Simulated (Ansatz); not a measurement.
## Y3CoNi in Ansatz, single run

The input file (Ansatz 0.2.0, plane waves):

```yaml
crystal:
  lattice:
    - [0.0, 3.710972, 0.0]
    - [6.526182, -1.855486, 0.0]
    - [3.034307, 0.0, -8.772966]
  atoms:
    - { symbol: "Y", position: [0.36691, 0.73382, 0.99913] }
    - { symbol: "Y", position: [0.63309, 0.26618, 0.00087] }
    - { symbol: "Y", position: [0.36179, 0.72358, 0.37397] }
    - { symbol: "Y", position: [0.63821, 0.27642, 0.62603] }
    - { symbol: "Y", position: [0.10373, 0.20746, 0.3227] }
    - { symbol: "Y", position: [0.89627, 0.79254, 0.6773] }
    - { symbol: Ni, position: [0.0354, 0.0708, 0.8575] }
    - { symbol: Ni, position: [0.9646, 0.9292, 0.1425] }
    - { symbol: Co, position: [0.2378, 0.4756, 0.7629] }
    - { symbol: Co, position: [0.7622, 0.5244, 0.2371] }
  symmetry: { tolerance: 0.0003 }
kpoints:
  mp_grid: { grid: [5, 5, 2], shift: [0, 0, 0] }
magnetization:
  spin_polarized: false
scf:
  occupations: { method: fermi_dirac, width: 0.0196 }
  n_extra_bands: 4
hamiltonian:
  pseudopotentials: { kind: paw }
  xc: pbe
  hubbard: { sites: [{ species: Ni, l: d, u_eff: 3.0 }], double_counting: amf }
basis:
  ecutwfc: 420
output:
  forces: true
  stress: true
  eigenvalues: true
```

Launch command:

```bash
ansatz run input.yaml --threads 1 --pin off --max-ram 2560MiB --backend cpu --events-out ev --progress --plain --runs-dir out
```

Origin of the cell: a known structure type with other elements, at an estimated volume, so it need not be a known compound.

Output (shortened):

```
SCF iter   1: F=—  HF=-45028.968686 eV  Δρ=1.69e-1  dr2=6.95e1
SCF iter   2: F=—  HF=-45045.093145 eV  Δρ=2.77e-1  dr2=1.14e2  defer=1
SCF iter   3: F=—  HF=-45032.710440 eV  Δρ=1.83e-1  dr2=5.26e1
SCF iter   4: F=—  HF=-45027.879089 eV  Δρ=1.20e-1  dr2=2.70e1
SCF iter   5: F=—  HF=-45026.497457 eV  Δρ=4.32e-2  dr2=3.88e0
SCF iter   6: F=—  HF=-45026.258793 eV  Δρ=7.08e-3  dr2=1.66e-1
SCF iter   7: F=—  HF=-45026.252058 eV  Δρ=7.35e-3  dr2=9.55e-2
SCF iter   8: F=—  HF=-45026.254218 eV  Δρ=8.42e-3  dr2=1.25e-1
SCF iter   9: F=—  HF=-45026.248630 eV  Δρ=1.67e-3  dr2=7.01e-3
SCF iter  10: F=—  HF=-45026.248312 eV  Δρ=4.44e-4  dr2=4.15e-4
SCF iter  11: F=—  HF=-45026.248290 eV  Δρ=2.24e-4  dr2=1.16e-4
SCF iter  12: F=—  HF=-45026.248318 eV  Δρ=2.82e-4  dr2=1.78e-4
SCF iter  13: F=—  HF=-45026.248306 eV  Δρ=1.06e-4  dr2=1.90e-5
SCF iter  14: F=—  HF=-45026.248264 eV  Δρ=2.35e-5  dr2=9.47e-7
SCF iter  15: F=-45026.248264 eV  HF=-45026.248264 eV  Δρ=5.23e-6  dr2=4.58e-8
SCF 1 converged in 15 iterations: F = -45026.248264 eV  dr2 = 4.58e-8
SCF converged after 15 iterations
Free energy (F): -45026.248264 eV
Harris-Foulkes:  -45026.248264 eV  (|F-HF|=4.76e-8)
Internal energy: -45026.232594 eV  (E = F + TS)
E sigma→0 (E₀):  -45026.240429 eV
Entropy (-TS):   -0.015670 eV (-1.567 meV/atom)
Fermi energy:    12.621504 eV
--- Per-component energies (eV) ---
  E_band       = -1935.574795
  E_kinetic    = 3331.997401
  E_local      = -22589.187319  (includes V_loc(G=0)·N_el)
  E_nonlocal   = 2488.821331
  E_hartree    = 9519.357565
  E_xc         = -1533.467294
  E_vxc        = -1831.222894  (∫ρ·V_xc dr)
  E_hubbard    = -0.023313  (on-site DFT+U / exact-exchange correction)
  E_vhub       = -0.046625  (the Hubbard potential's part of the band-sum identity)
  E_paw        = -23255.601809  (= ΣΔE_a)
  E_vpaw       = -2374.683850  (= ΣTr[D̂ρ^β])
  E_aug_tail   = 0.001222  (compensation charges beyond the density's cutoff)
  E_ewald      = -12988.130378
  E_smearing   = -0.015670  (= −TS)
  Σ components = -45026.248264   (vs F -45026.248264, Δ=0.00e0)
DFT+U double counting: amf (around mean field; hamiltonian.hubbard.double_counting)
--- Forces (eV/Å), atoms counted from 1 ---
  atom   1  Y     -0.329302     0.000000    -0.047929
  atom   2  Y      0.329302     0.000000     0.047929
  atom   3  Y     -0.208942     0.000000    -0.126244
  atom   4  Y      0.208942     0.000000     0.126244
  atom   5  Y      0.170333     0.000000     0.052616
  atom   6  Y     -0.170333     0.000000    -0.052616
  atom   7  Ni    -0.141646     0.000000     0.055130
  atom   8  Ni     0.141646     0.000000    -0.055130
  atom   9  Co     0.093151     0.000000     0.083728
  atom  10  Co    -0.093151     0.000000    -0.083728
  max |Σ_I F_I| component: 1.39e-17 eV/Å
--- Stress (GPa, compression-positive) ---
        4.000345       0.000000       0.291427
        0.000000       3.733538      -0.000000
        0.291427      -0.000000       4.253113
  P = ⅓ Tr σ = 3.9957 GPa (39.957 kbar)
Occupation matrices written to <dir>
```

Caveats: no spin polarisation, so a magnetic state may lie lower; the k mesh is coarse if the cell is a metal.

It ran for 36 s on 1 thread of Arm Neoverse V1 (shared host), peak memory 0.8 GiB, from the program's own first density.
